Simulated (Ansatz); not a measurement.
Li2Se:
```xyz
3
Lattice="0.0000 2.9846 2.9846 2.9846 0.0000 2.9846 2.9846 2.9846 0.0000" Properties=species:S:1:pos:R:3 pbc="T T T"
Li     1.4923     1.4923     1.4923
Li     4.4769     4.4769     4.4769
Se     0.0000     0.0000     0.0000
```

Relaxed with HSE06.

Task: Give the Bader charges and basin volumes of the independent atoms, DFT-HSE06 in the program Ansatz with PAW potentials.

Result: 

| atom | Bader charge (e) | Bader volume (Å³) |
|---|---|---|
| Li1 | +0.87 | 3.8 |
| Se3 | -1.74 | 45.6 |

Space group Fm-3m (anti-fluorite). Symmetry was held in the HSE06 relaxation.

Potentials: the later of the program's two PAW sets.
